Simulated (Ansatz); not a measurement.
MgO (rock salt)

```xyz
2
Lattice="0.0000 2.1272 2.1272 2.1272 0.0000 2.1272 2.1272 2.1272 0.0000" Properties=species:S:1:pos:R:3 pbc="T T T"
O      0.0000     0.0000     0.0000
Mg     2.1272     2.1272     2.1272
```

E(V) scan at fixed shape, V₀ the volume above. Symmetry pins the atoms to their sites.

Level of theory: PBE (plane waves to 420 eV, PAW, scalar-relativistic; Ansatz, a program for electronic structure). k mesh 13×13×13 (Γ-centred), Fermi-Dirac smearing 0.05 eV. The energy includes the smearing's −TS. Stress and pressure are positive under compression. MgO was relaxed with its symmetry unable to fall. The PAW data are Ansatz's earlier set. The zero of ΔE is the relaxed starting cell.

| V (Å³/atom) | ΔE (meV/atom) |
|---|---|
| 9.048 | 17.9 |
| 9.164 | 11.2 |
| 9.279 | 6.2 |
| 9.395 | 2.7 |
| 9.510 | 0.7 |
| 9.626 | 0.0 |
| 9.741 | 0.6 |
| 9.857 | 2.5 |
| 9.972 | 5.5 |
| 10.088 | 9.5 |
| 10.203 | withheld |

Q: Fit a third-order Birch-Murnaghan form (E₀, V₀, B₀, B₀′ free) to the given rows and predict ΔE at V = 10.203.

A: Least squares on the 10 given rows: ΔE = E₀ + (9V₀B₀/16)·y²·[2 + (B₀′ − 4)y], y = (V₀/V)^(2/3) − 1, with V₀ = 9.626 Å³/atom, B₀ = 148.8 GPa (160.2 GPa = 1 eV/Å³; the term in eV is multiplied by 1000), B₀′ = 4.05, E₀ = 0.02 meV/atom; root-mean-square residual 0.02 meV/atom. At 10.203 the fit gives 14.6 meV/atom; the calculation gives 14.6 meV/atom, the same to the digits shown. For the pressure the fit gives -7.7 GPa against the computed -7.7 GPa.

(Under strain, the slope of the energy per volume gives the stress and its curvature an elastic modulus.)
